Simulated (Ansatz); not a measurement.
WSe₂:
```cif
data_Se4W2
_chemical_formula_sum 'W2 Se4'
_space_group_name_H-M_alt 'P63/mmc'
_space_group_IT_number 194
_space_group_name_Hall '-P 6c 2c'
_cell_length_a 3.31525
_cell_length_b 3.31525
_cell_length_c 13.72217
_cell_angle_alpha 90.000
_cell_angle_beta 90.000
_cell_angle_gamma 120.000
loop_
_atom_site_label
_atom_site_type_symbol
_atom_site_symmetry_multiplicity
_atom_site_Wyckoff_symbol
_atom_site_fract_x
_atom_site_fract_y
_atom_site_fract_z
_atom_site_occupancy
W1 W 2 c 0.33333 0.66667 0.25000 1
Se1 Se 4 f 0.66667 0.33333 0.12891 1
```

Relaxed with r²SCAN.

### Question
Which orbitals make up the states near the band edges in r²SCAN (plane waves, PAW; program Ansatz)?

### Answer
Top 1 eV of the valence band: W 5d 69 %, Se 4p 27 %. Bottom 1 eV of the conduction band: W 5d 67 %, Se 4p 27 %. Projections are on Löwdin-orthogonalised atomic valence shells; empty p or d shells of many metals are not among them.

### Question
Tabulate the density of states.

### Answer
States/eV per cell of 6 atoms, in 0.25 eV bins, energy from the valence-band maximum.

```
E (eV)  total  Se 4p  W 5d  W 6s
------  -----  -----  ----  ----
-7.85    0.00   0.00  0.00  0.00
-7.60    0.00   0.00  0.00  0.00
-7.35    0.00   0.00  0.00  0.00
-7.10    0.00   0.00  0.00  0.00
-6.85    0.44   0.28  0.08  0.04
-6.60    2.06   1.35  0.35  0.23
-6.35    2.69   1.71  0.53  0.28
-6.10    3.70   2.33  0.79  0.37
-5.85    4.50   2.75  1.17  0.35
-5.60    5.22   3.25  1.63  0.13
-5.35    3.65   2.53  0.94  0.03
-5.10    3.07   2.12  0.62  0.12
-4.85    3.60   2.26  0.76  0.24
-4.60    7.23   4.51  1.90  0.24
-4.35    4.62   2.79  1.38  0.11
-4.10    2.43   1.58  0.67  0.04
-3.85    3.74   2.51  1.07  0.03
-3.60    6.66   4.46  1.96  0.03
-3.35    5.67   3.29  2.22  0.03
-3.10    3.33   1.95  1.27  0.02
-2.85    2.75   1.58  1.07  0.02
-2.60    6.17   3.82  2.06  0.03
-2.35    8.19   5.56  2.28  0.01
-2.10    6.06   4.16  1.65  0.02
-1.85    4.99   3.68  1.11  0.02
-1.60    3.65   2.68  0.83  0.01
-1.35    2.91   1.65  1.11  0.04
-1.10    5.76   1.79  3.70  0.06
-0.85    4.62   1.33  3.08  0.05
-0.60    2.77   0.70  1.94  0.03
-0.35    1.29   0.28  0.95  0.01
-0.10    0.23   0.06  0.16  0.00
0.15     0.00   0.00  0.00  0.00
0.40     0.00   0.00  0.00  0.00
0.65     0.00   0.00  0.00  0.00
0.90     0.00   0.00  0.00  0.00
1.15     0.00   0.00  0.00  0.00
1.40     0.46   0.14  0.28  0.01
1.65     3.17   0.89  2.03  0.08
1.90     4.38   1.21  2.88  0.09
2.15     7.14   1.78  5.05  0.08
2.40     7.90   2.37  5.04  0.16
2.65     9.97   3.06  6.15  0.20
2.90     5.19   1.94  2.81  0.04
3.15     4.45   1.65  2.40  0.03
3.40     4.12   1.58  2.15  0.01
3.65     2.53   1.07  1.22  0.00
3.90     2.43   1.11  1.13  0.01
4.15     4.86   2.20  2.27  0.01
4.40     3.86   1.64  1.78  0.06
4.65     2.51   0.90  1.08  0.19
4.90     2.00   0.57  0.70  0.35
5.15     0.97   0.15  0.09  0.41
5.40     1.14   0.17  0.06  0.49
5.65     1.38   0.22  0.07  0.56
5.90     1.80   0.29  0.09  0.69
6.15     1.87   0.32  0.09  0.70
```

Space group P6_3/mmc. The r²SCAN relaxation kept the symmetry of its start. No spin polarisation was allowed. A crystal of weakly bound layers computed without a dispersion correction: the cell and the soft elastic constants depend strongly on that. Scalar-relativistic: spin–orbit coupling is off unless named, which matters more the heavier the elements.

Potentials: the later of the program's two PAW sets.
